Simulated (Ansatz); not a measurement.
Here is an unrelaxed guess for In₄SbAs₃.

```xyz
8
Lattice="5.8842 0.0000 0.0000 0.0000 5.8842 0.0000 0.0000 0.0000 5.8842" Properties=species:S:1:pos:R:3 pbc="T T T"
In    4.4132    4.4132    1.4711
In    4.4132    1.4711    4.4132
In    1.4711    4.4132    4.4132
In    1.4711    1.4711    1.4711
Sb    0.0000    0.0000    0.0000
As    0.0000    2.9421    2.9421
As    2.9421    0.0000    2.9421
As    2.9421    2.9421    0.0000
```

These are results of DFT PBE, scalar-relativistic, plane waves, PAW (Ansatz 0.2.0), not measurements. Plane waves to 420 eV, a k mesh through Γ of 4×4×4 on the computed 8-atom cell and Gaussian smearing (0.10 eV); no spin polarisation.

The zero of energy is the elements' standard structures at the same level; no fitted shifts are applied.

Problem. Estimate its pressure, forces and energy as it stands.

Solution. The pressure is 15.6 GPa (it wants to expand), the largest force is 1.62 eV/Å, and the energy is +0.06 eV/atom against the elements. The shortest distance is 2.55 Å.

Problem. How much does it gain on relaxing, and where does it end?

Solution. Relaxing gains about 0.26 eV/atom (the start's value is from the coarse mesh, so the gain is rough) in 9 ionic steps and ends at −0.20 eV/atom on the finer mesh. The symmetry stays P-43m (No. 215). The volume per atom grows by 22.9 %, from 25.5 to 31.3 Å³. The shortest distance goes from 2.55 Å (In–As and In–Sb) to 2.70 Å (In–As). Conventional cell: a = 6.302 Å. In is surrounded by 3 As at 2.70 Å and 1 Sb at 2.82 Å; Sb has 4 In at 2.82 Å; As is surrounded by 4 In at 2.70 Å.

The last run used a 6×6×6 mesh for its 8-atom cell and Gaussian smearing of 0.10 eV. These runs have no spin–orbit coupling, which can matter for Sb. The reference form of As is held partly by dispersion forces, which this level lacks. The relaxation can't lower the symmetry of the start. Symmetry constrained the relaxation, so the result can be a saddle point.
